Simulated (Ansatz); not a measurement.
GeB$_{2}$Mo$_{2}$ in space group P-6m2 (No. 187; Mo on 2h, Ge on 1a, B on 1b, B on 1f) under volume change, plane-wave PAW PBE (Ansatz code), shape and atoms relaxed at each volume.

```tsv
V (Å³/atom)	E − E(relaxed) (meV/atom)	P (GPa)
10.596	81.8	27.28
10.945	34.3	16.65
11.294	8.1	7.62
11.643	0.0	0.00
11.993	7.2	-6.42
12.342	27.2	-11.75
12.691	57.7	-16.19
```

### Question
What does a third-order Birch–Murnaghan fit give for V₀, B₀ and B′?

### Answer
V₀ = 11.64 Å³/atom, B₀ = 231 GPa, B′ = 4.8.

The start of the workflow was typed in or built on a structure type; neither database checked (COD, Materials Project) lists it. Whether it is the stable phase at ambient conditions was not checked. Symmetry was held in the PBE relaxation; its stability against distortions is not shown here. No spin polarisation was allowed.

Potentials: the earlier of the program's two PAW sets.
